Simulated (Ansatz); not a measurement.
**Zn3SbN: modes against the lattice constant**

The calculation used DFT PBEsol, scalar-relativistic, plane waves, PAW (Ansatz). Plane waves to 420 eV; Γ-centred k mesh 10×10×10; Fermi-Dirac smearing of 0.15 eV. No spin polarisation. Phonons by linear response, acoustic sum rule imposed.

The cell is fixed (symmetry leaves no force on the atoms) and stands under 19.3 GPa:
```yaml
crystal:
  lattice:
    - [4.04300, 0.00000, 0.00000]
    - [0.00000, 4.04300, 0.00000]
    - [0.00000, 0.00000, 4.04300]
  atoms:
    - { symbol: Sb, position: [0.00000, 0.00000, 0.00000] }
    - { symbol: N, position: [0.50000, 0.50000, 0.50000] }
    - { symbol: Zn, position: [0.50000, 0.50000, 0.00000] }
    - { symbol: Zn, position: [0.50000, 0.00000, 0.50000] }
    - { symbol: Zn, position: [0.00000, 0.50000, 0.50000] }
```

Its imaginary modes show that this cell, the ideal cubic antiperovskite prototype, isn't a minimum of the energy. In a metal, frequencies and elastic constants depend on the k mesh and the smearing, soft modes and shear constants most.

Q: How do the optical zone-centre modes (counted from the lowest optical one, degenerate ones once; i marks imaginary ones) of this metal change over a = 4.043 and 4.194 Å (k meshes 10×10×10, 8×8×8)?

A:
| a (Å) | 4.043 | 4.194 |
| --- | --- | --- |
| pressure (GPa) | 19.3 | 2.8 |
| mode 1 (cm⁻¹) | 58i | 39i |
| mode 4 (cm⁻¹) | 15 | 33i |
| mode 7 (cm⁻¹) | 139 | 105 |
| mode 10 (cm⁻¹) | 483 | 362 |

Cost: 2 runs of about 14 core-minutes in all, on Arm Neoverse N1 (shared hosts).